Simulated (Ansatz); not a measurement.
**O started on a Si site next to Si started in the widest void in antifluorite Mg2Si, 97 atoms, charge 0**

These are results of DFT, PBEsol, PAW, plane waves in Ansatz 0.2.0, not measurements.

Command:

```sh
ansatz run in.yaml --threads 5 --pin off --max-ram 61750MiB --runs-dir r --events-out ev --progress --plain --backend cuda --devices 0, --max-vram 37GiB
```

The input less its lattice and atoms:

```yaml
crystal:
  symmetry: { detect: false }
kpoints:
  mp_grid: { grid: [1, 1, 1], shift: [0.25, 0.25, 0.25] }
hamiltonian:
  xc: pbesol
scf:
  occupations: { method: fermi_dirac, width: 0.01 }
relax:
  f_tol: 0.03
  max_steps: 80
  escape_saddle: false
  adjacent_minimum: "off"
output:
  forces: true
  eigenvalues: true
  populations: true
```

Start:

```xyz
97
Lattice="12.6495 0.0000 0.0000 0.0000 12.6495 0.0000 0.0000 0.0000 12.6495" Properties=species:S:1:pos:R:3 pbc="T T T"
Mg    4.7378    1.6019    1.6159
Mg    4.7733    1.5765    7.9271
Mg    4.7395    7.8735    1.5935
Mg    4.7400    7.9227    7.8985
Mg   11.0853    1.5981    1.6231
Mg   11.0845    1.5663    7.8965
Mg   11.0527    7.9081    1.5776
Mg   11.0918    7.9052    7.9181
Mg    1.5769    4.7814    1.5952
Mg    1.6011    4.7329    7.9176
Mg    1.5796   11.0755    1.5649
Mg    1.5645   11.0382    7.8834
Mg    7.8955    4.7458    1.5882
Mg    7.9035    4.7261    7.8950
Mg    7.9328   11.0512    1.5724
Mg    7.9171   11.0554    7.8926
Mg    1.5534    1.5716    4.7514
Mg    1.5557    1.5737   11.0782
Mg    1.6040    7.9139    4.7634
Mg    1.5694    7.8974   11.0787
Mg    7.8957    1.5941    4.7803
Mg    7.8762    1.5645   11.0298
Mg    7.9168    7.8907    4.7212
Mg    7.8835    7.9371   11.0649
Mg    1.5999    1.5215    1.5777
Mg    1.5819    1.5910    7.8625
Mg    1.5740    7.8910    1.5618
Mg    1.6017    7.8952    7.8995
Mg    7.8961    1.6020    1.5838
Mg    7.8910    1.5841    7.8828
Mg    7.9199    7.9075    1.6188
Mg    7.8985    7.9256    7.8802
Mg    4.7507    4.7300    4.7223
Mg    4.7351    4.7257   11.0702
Mg    4.7742   11.0506    4.7245
Mg    4.7438   11.0450   11.0356
Mg   11.0565    4.7095    4.7431
Mg   11.0482    4.7307   11.0609
Mg   11.0647   11.0588    4.7528
Mg   11.0469   11.0351   11.0959
Mg    4.7144    4.7370    1.5711
Mg    4.7478    4.7304    7.8931
Mg    4.7388   11.0762    1.5461
Mg    4.7417   11.0775    7.9317
Mg   11.0758    4.7255    1.5919
Mg   11.0851    4.7289    7.8873
Mg   11.0773   11.0864    1.5950
Mg   11.0716   11.0634    7.8900
Mg    4.7886    1.5882    4.7792
Mg    4.7607    1.5611   11.0965
Mg    4.7239    7.9146    4.7379
Mg    4.7716    7.9168   11.1010
Mg   11.0558    1.6044    4.7449
Mg   11.1011    1.5890   11.0638
Mg   11.1032    7.8983    4.7662
Mg   11.0476    7.9155   11.0605
Mg    1.5471    4.7519    4.7656
Mg    1.5641    4.7156   11.0636
Mg    1.5646   11.0816    4.7411
Mg    1.6144   11.0686   11.0560
Mg    7.9204    4.7258    4.7349
Mg    7.9053    4.7781   11.0624
Mg    7.9648   11.0829    4.7074
Mg    7.9385   11.0437   11.1057
Si   12.6412   12.6131    0.0108
Si    0.0110    0.0222    6.3155
Si   12.6355    6.3042   12.6211
Si    0.0287    6.3601    6.3143
Si    6.3160   12.6393    0.0088
Si    6.3406    0.0295    6.2904
Si    6.3363    6.3349    0.0063
Si    3.1385    3.1630   12.6404
Si    3.1429    3.1642    6.3263
Si    3.1531    9.5067   12.6456
Si    3.1658    9.4977    6.3338
Si    9.5007    3.1946    0.0039
Si    9.4946    3.1572    6.3492
Si    9.4985    9.4962   12.6362
Si    9.4799    9.4809    6.3480
Si    3.1647   12.6427    3.1435
Si    3.1801   12.6483    9.4985
Si    3.1166    6.3289    3.2158
Si    3.1446    6.3243    9.4840
Si    9.4898    0.0121    3.1447
Si    9.5267   12.6013    9.4597
Si    9.4659    6.3500    3.1323
Si    9.4701    6.3423    9.4868
Si    0.0203    3.1345    3.1960
Si   12.6436    3.1850    9.4564
Si    0.0151    9.4330    3.2010
Si    0.0167    9.4754    9.4990
Si    6.3022    3.1691    3.2031
Si    6.3188    3.1700    9.5008
Si    6.3051    9.4699    3.1824
Si    6.3208    9.5039    9.5360
Si    6.3060    9.4955    6.3269
O     6.3538    6.3244    6.3056
```

Steps:

| step | energy less the first (eV) | largest force component (eV/Å) |
| --- | --- | --- |
| start | 0.000 | 0.692 |
| 1 | -0.780 | 0.892 |
| 2 | -1.036 | 1.015 |
| 3 | -1.311 | 1.000 |
| 4 | -1.608 | 0.846 |
| 5 | -1.870 | 0.583 |
| 6 | -2.077 | 0.289 |
| 7 | -2.171 | 0.172 |
| 8 | -2.173 | 0.147 |
| 9 | -2.187 | 0.053 |
| 10 | -2.191 | 0.013 |

End:

```
Mg Si O
1.0
    12.64950    0.00000    0.00000
     0.00000   12.64950    0.00000
     0.00000    0.00000   12.64950
Mg Si O
64 32 1
Direct
  0.37447 0.12658 0.12450
  0.37259 0.12909 0.62477
  0.37475 0.62538 0.12500
  0.36453 0.62885 0.62878
  0.87512 0.12650 0.12520
  0.87550 0.12610 0.62498
  0.87433 0.62560 0.12635
  0.87638 0.62337 0.62543
  0.12666 0.37578 0.12664
  0.12659 0.37507 0.62404
  0.12529 0.87530 0.12529
  0.12368 0.87658 0.62589
  0.62407 0.37504 0.12655
  0.61429 0.36708 0.61424
  0.62588 0.87655 0.12368
  0.62602 0.88979 0.62603
  0.12453 0.12658 0.37448
  0.12519 0.12650 0.87512
  0.12501 0.62538 0.37476
  0.12637 0.62561 0.87432
  0.62481 0.12908 0.37254
  0.62497 0.12612 0.87547
  0.62877 0.62884 0.36453
  0.62543 0.62335 0.87640
  0.12499 0.12670 0.12497
  0.12460 0.12661 0.62467
  0.12691 0.62629 0.12687
  0.12287 0.62562 0.62512
  0.62470 0.12658 0.12457
  0.62540 0.12834 0.62538
  0.62511 0.62561 0.12288
  0.63724 0.61421 0.63728
  0.38617 0.37595 0.38613
  0.37489 0.37479 0.87355
  0.37571 0.88009 0.37570
  0.37363 0.87598 0.87244
  0.87359 0.37477 0.37485
  0.87659 0.37250 0.87657
  0.87244 0.87595 0.37362
  0.87559 0.87574 0.87559
  0.37496 0.37570 0.12740
  0.38579 0.37425 0.61416
  0.37391 0.87689 0.12391
  0.37453 0.88173 0.62229
  0.87462 0.37536 0.12599
  0.87473 0.37335 0.62378
  0.87520 0.87613 0.12491
  0.87342 0.87575 0.62510
  0.37285 0.13094 0.37284
  0.37405 0.12588 0.87475
  0.37407 0.63542 0.37409
  0.37518 0.62526 0.87403
  0.87478 0.12584 0.37400
  0.87590 0.12643 0.87588
  0.87400 0.62526 0.37518
  0.87501 0.62625 0.87499
  0.12742 0.37571 0.37494
  0.12600 0.37537 0.87460
  0.12391 0.87689 0.37392
  0.12493 0.87615 0.87518
  0.61420 0.37423 0.38575
  0.62382 0.37335 0.87472
  0.62230 0.88175 0.37450
  0.62511 0.87576 0.87345
  0.00035 0.00052 0.00034
  0.99862 0.99952 0.49952
  0.00040 0.50099 0.00039
  0.99933 0.50085 0.49936
  0.49952 0.99952 0.99863
  0.49742 0.00949 0.49739
  0.49939 0.50084 0.99932
  0.25006 0.25201 0.00005
  0.24780 0.25187 0.49975
  0.25062 0.75041 0.99959
  0.24784 0.75338 0.50101
  0.75015 0.25104 0.00061
  0.75128 0.24961 0.49939
  0.74953 0.75047 0.99896
  0.74108 0.75002 0.50069
  0.24956 0.00142 0.24955
  0.24886 0.00142 0.74969
  0.25550 0.50058 0.25551
  0.25272 0.49859 0.74664
  0.74970 0.00139 0.24883
  0.75140 0.00231 0.75138
  0.74664 0.49860 0.25272
  0.74959 0.49325 0.74957
  0.00008 0.25200 0.25005
  0.00063 0.25106 0.75011
  0.99961 0.75037 0.25063
  0.99896 0.75049 0.74953
  0.49977 0.25184 0.24777
  0.49942 0.24966 0.75123
  0.50099 0.75337 0.24786
  0.50069 0.75003 0.74111
  0.52527 0.73191 0.52521
  0.50122 0.39804 0.50121
```

Self-consistency was reached.

Time: 46 s of wall time on one NVIDIA H100 with 5 processor threads, on a host shared with other runs; peak host memory 1.6 GiB.

Q: How much energy did the relaxation gain, and which atom moved most?

A: 2.19 eV in 10 steps, from a start with small random displacements (neighbours that lie too close to an added atom are first pushed off); atom 97 (O) moved 1.29 Å, the median atom 0.04 Å (drift of the whole cell removed).

The run had no spin, and a state with a moment may lie lower. The one k point has no symmetry partners, which can distort the end along one axis.
